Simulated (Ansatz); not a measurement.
Co3IrC:
```yaml
crystal:
  lattice:
    - [3.73161, 0.00000, 0.00000]
    - [0.00000, 3.73161, 0.00000]
    - [0.00000, 0.00000, 3.73161]
  atoms:
    - { symbol: Co, position: [0.50000, 0.50000, 0.00000] }
    - { symbol: Co, position: [0.00000, 0.50000, 0.50000] }
    - { symbol: Co, position: [0.50000, 0.00000, 0.50000] }
    - { symbol: Ir, position: [0.00000, 0.00000, 0.00000] }
    - { symbol: C, position: [0.50000, 0.50000, 0.50000] }
```
The run is spin-polarised; directions of the spins, atom by atom: ↑ ↑ ↑ ↑ 0.

Relaxed with PBEsol. Special points in fractions of this cell's reciprocal vectors: Γ (0.000, 0.000, 0.000); X (0.000, 0.500, 0.000); M (0.500, 0.500, 0.000); R (0.500, 0.500, 0.500).

Question: List the band energies nearest the Fermi level at these points for plane-wave PAW PBEsol (Ansatz code).

Answer: In eV from the Fermi level; about four levels below and three above (degenerate sets whole), none deeper than 8.9 eV; points with the same levels are listed once.

```json
[
 {"k": "Γ ↑", "below": "-1.16 -1.16 -1.16 -0.98 -0.33 -0.33", "above": "0.52 0.52 0.52"},
 {"k": "X ↑", "below": "-1.61 -1.30 -1.16 -0.67", "above": "0.25 0.25 0.48"},
 {"k": "M ↑", "below": "-1.38 -1.38 -0.30 -0.30", "above": "0.15 1.27 1.35"},
 {"k": "R ↑", "below": "-0.80 -0.80 -0.80 -0.68 -0.68 -0.68", "above": "0.04 0.04 3.17 3.17 3.17"},
 {"k": "Γ ↓", "below": "-1.87 -1.87 -1.87 -1.04 -1.04", "above": "0.35 0.35 0.35"},
 {"k": "X ↓", "below": "-0.93 -0.77 -0.77 -0.28", "above": "0.35 0.44 1.09 1.09"},
 {"k": "M ↓", "below": "-0.62 -0.48 -0.41 -0.41", "above": "0.94 0.99 0.99"},
 {"k": "R ↓", "below": "-1.56 -1.56 -1.56 -0.59 -0.59 -0.59", "above": "0.29 0.29 0.29"}
]
```

Space group Pm-3m (anti-perovskite). The start of the workflow was typed in or built on a structure type; neither database checked (COD, Materials Project) lists it. Whether it is the stable phase at ambient conditions was not checked. The PBEsol relaxation kept the symmetry of its start; its stability against distortions is not shown here. Spin order of the final state: ferromagnetic, chosen from 5 collinear starts compared on coarse meshes (ties went to the first, and starts can fall back to one state), not a proven ground state. Its formation energy is positive at this level, so the cell may be metastable or incomplete. Scalar-relativistic: spin–orbit coupling is off unless named, which matters more the heavier the elements.

Potentials: the earlier of the program's two PAW sets. The files were generated under PBE; for other functionals the program regenerates the frozen cores, and for LDA and PBEsol the local potential too.
